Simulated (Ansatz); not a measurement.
# TaRu: two-dimensional strain map

All numbers below come from DFT PBEsol, scalar-relativistic, plane waves, PAW in Ansatz 0.2.0. Settings: plane waves to 420 eV, k-mesh 16×16×14 (Γ-centred), Gaussian smearing 0.15 eV. Spin–orbit coupling is left out, which can shift energies with elements as heavy as these. No spin polarisation. Energies are free energies at this smearing, counted from the undisturbed cell; pressure is positive in compression.

The starting cell (as given, not relaxed at this level; it stands at -5.2 GPa, and it needn't be the usual structure):

```
Ta Ru
1.0
     3.05300    0.00000    0.00000
     0.00000    3.05300    0.00000
     0.00000    0.00000    3.38900
Ta Ru
1 1
Cartesian
  1.5265 1.5265 1.6945
  0.0000 0.0000 0.0000
```

The cell is strained by p along both x and y and by q along z, fractional coordinates fixed. Points are written (p, q).

Energy above the undisturbed cell in meV/atom (a dash: not computed):

```csv
p \ q,-0.080,-0.040,0.000,0.040,0.080
-0.080,?,540.6,347.4,232.0,171.0
-0.040,315.1,146.0,54.6,?,61.0
0.000,78.4,12.1,0.0,42.8,132.4
0.040,28.0,?,124.7,219.5,351.2
0.080,119.3,235.7,369.4,?,678.5
```

Task: Fill in the withheld energies.

Result: (-0.080, -0.080): 828.2; (-0.040, 0.040): 31.0; (0.040, -0.040): 64.6; (0.080, 0.040): 513.7.